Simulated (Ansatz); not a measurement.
Re:
```
Re
1.0
    2.75123     0.00000     0.00000
   -1.37562     2.38264     0.00000
    0.00000     0.00000     8.87516
Re
4
Direct
  0.00000   0.00000   0.00000
  0.00000   0.00000   0.50000
  0.33333   0.66667   0.25000
  0.66667   0.33333   0.75000
```

Relaxed with PBEsol. Special points in fractions of this cell's reciprocal vectors: Γ (0.000, 0.000, 0.000); M (0.500, 0.000, 0.000); K (0.333, 0.333, 0.000); A (0.000, 0.000, 0.500); L (0.500, 0.000, 0.500); H (0.333, 0.333, 0.500).

### Question
List the band energies nearest the Fermi level at these points for PBEsol (plane waves, PAW; program Ansatz).

### Answer
In eV from the Fermi level; about four levels below and three above (degenerate sets whole), none deeper than 8.9 eV; points with the same levels are listed once.

```
k                                below                above
-  -----------------------------------  -------------------
Γ              -1.27 -1.27 -1.14 -1.14       0.55 0.64 0.64
M              -2.82 -2.12 -2.10 -0.82       0.30 0.30 1.17
K        -2.25 -2.25 -2.22 -0.07 -0.07       1.67 1.67 3.04
A  -1.49 -1.49 -1.49 -1.49 -1.10 -1.10  1.19 1.19 1.19 1.19
L              -1.47 -1.47 -0.66 -0.66  0.30 0.30 2.76 2.76
H              -2.26 -2.26 -0.04 -0.04  1.08 1.08 3.27 3.27
```

Space group P6_3/mmc (dhcp (α-La type)). The first step of the workflow began from a Materials Project structure, measured or hypothetical. Its sites differ from those of the usual phase in this space group: another stacking or structure type. Symmetry was held in the PBEsol relaxation; whether a distortion lowers the energy is not shown. No spin polarisation was allowed. Spin–orbit coupling is left out wherever it is not named.

Potentials: the earlier of the program's two PAW sets. The files were generated under PBE; for other functionals the program regenerates the frozen cores, and for LDA and PBEsol the local potential too.
